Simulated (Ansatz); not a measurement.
A geometry of TiC away from equilibrium: step 2 of the relaxation of a relaxed TiC cell displaced along its unstable phonon at q = (½, ½, 0) of its primitive reciprocal cell (351i cm⁻¹), largest move 0.15 Å. Method: PBE (plane waves to 420 eV, PAW, scalar-relativistic; Ansatz, a quantum-chemistry and plane-wave program). Γ-centred k-mesh 12×12×12 on the run's cell (coarser than for final values), Fermi–Dirac smearing 0.05 eV. The plane waves were selected for a different cell earlier on the path.

```
CELL_PARAMETERS angstrom
      5.53639     0.00000     0.00000
      2.76820     2.76820     0.00000
      0.00000     0.00000     2.63868
ATOMIC_POSITIONS crystal
  Ti 0.00000 0.00000 0.00000
  Ti 0.50000 0.00000 0.00000
  C  0.00000 0.50000 0.58091
  C  0.50000 0.50000 0.41909
```

Task: Give the Cartesian forces on all atoms (eV/Å).

Result: 
```json
[
 {"atom": "Ti1", "Fx": "0.00", "Fy": "0.00", "Fz": "0.00"},
 {"atom": "Ti2", "Fx": "0.00", "Fy": "0.00", "Fz": "0.00"},
 {"atom": "C3", "Fx": "0.00", "Fy": "0.00", "Fz": "1.37"},
 {"atom": "C4", "Fx": "0.00", "Fy": "0.00", "Fz": "-1.37"}
]
```

The path ends in P4/nmm (No. 129). No spin polarisation in the result.

The run could not lose the symmetry of its start, so the end can be a saddle point.

The end of the path is a generated cell of TiC: the first start was made by placing the elements on the sites of a structure type, and the end was not matched to a known phase here, so it may be hypothetical. Known forms of TiC include space group No. 225.
